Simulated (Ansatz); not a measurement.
A relaxed cell of AlB2P3 is given with its symmetry left out. The cell was found from a structure generator's guess, not taken from experiment.

Computed with DFT PBE, scalar-relativistic, plane waves, PAW (Ansatz 0.2.0). Cutoff 420 eV, Γ-centred mesh, Gaussian smearing, no spin polarisation.

```cif
data_structure
_symmetry_space_group_name_H-M 'P 1'
_symmetry_Int_Tables_number 1
_cell_length_a 3.4154
_cell_length_b 3.4154
_cell_length_c 8.6496
_cell_angle_alpha 90.000
_cell_angle_beta 90.000
_cell_angle_gamma 120.000
_cell_volume 87.38
loop_
_atom_site_label
_atom_site_type_symbol
_atom_site_fract_x
_atom_site_fract_y
_atom_site_fract_z
_atom_site_occupancy
Al1 Al 0.33333 0.66667 0.67072 1
B1 B 0.00000 0.00000 0.01931 1
B2 B 0.66667 0.33333 0.31878 1
P1 P 0.00000 0.00000 0.24725 1
P2 P 0.66667 0.33333 0.54716 1
P3 P 0.33333 0.66667 0.94678 1
```

Energies over the elements count from the elements' standard structures at the same level, with no fitted energy shifts. The references include black phosphorus.

Task: What space group does it have?

Result: P3m1 (No. 156), with Al and B ordered on zinc blende sites. Conventional cell: a = 3.415 Å, c = 8.650 Å. Around Al lie 3 P at 2.24 Å and 1 P at 2.39 Å; B on its first site is surrounded by 4 P at 1.97–2.07 Å; B on its second site has 4 P at 1.98–2.07 Å; P on its first site has 4 B at 1.97–2.07 Å; 2 more sites not described.

Task: How far does it lie from the elements in energy?

Result: −0.241 eV/atom.

Task: Is it a metal?

Result: No, the gap on the 12×12×4 mesh is 0.22 eV.

The last run used a 12×12×4 mesh (in the run's order of axes) for its 6-atom cell and Gaussian smearing of 0.01 eV. Kohn–Sham gaps at this level usually fall short of measured ones. The reference form of P is held partly by dispersion forces, which this level lacks. Small gaps are read on the mesh alone, and bands can cross between its points. A later test with randomly moved atoms came back to the same energy, though modes that don't fit the test's cell weren't probed. Another cell of AlB2P3 relaxed alike, in I-4m2, lies 42 meV/atom lower, so this cell isn't the stable form at this level.
